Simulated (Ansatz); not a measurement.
PbAu2 (cubic Laves (MgCu2 type), Fd-3m) at seven volumes, r²SCAN in the plane-wave PAW code Ansatz, scaled uniformly. One row is withheld.

| V (Å³/atom) | P (GPa) |
|---|---|
| 19.729 | 11.59 |
| 20.379 | 6.95 |
| 21.030 | 3.14 |
| 21.680 | 0.00 |
| 22.331 | -2.58 |
| 22.981 | ? |
| 23.631 | -6.42 |

Task: Fit the shown pressures and predict the withheld one.

Result: Third-order Birch–Murnaghan: P = (3/2)B₀(x^(7/2) − x^(5/2))[1 + (3/4)(B′ − 4)(x − 1)] with x = (V₀/V)^(2/3). Least squares on the six rows gives V₀ = 21.680 Å³/atom, B₀ = 94.64 GPa, B′ = 5.54. At V = 22.981, x = 0.9619 and P = -4.69 GPa. The run itself gave -4.69 GPa.

The workflow started from an entry of the Crystallography Open Database (COD). Its standing as an ambient phase is unchecked. The r²SCAN relaxation kept the symmetry of its start; whether a distortion lowers the energy is not shown. Scalar-relativistic: spin–orbit coupling is off unless named, which matters more the heavier the elements.

Potentials: the later of the program's two PAW sets.
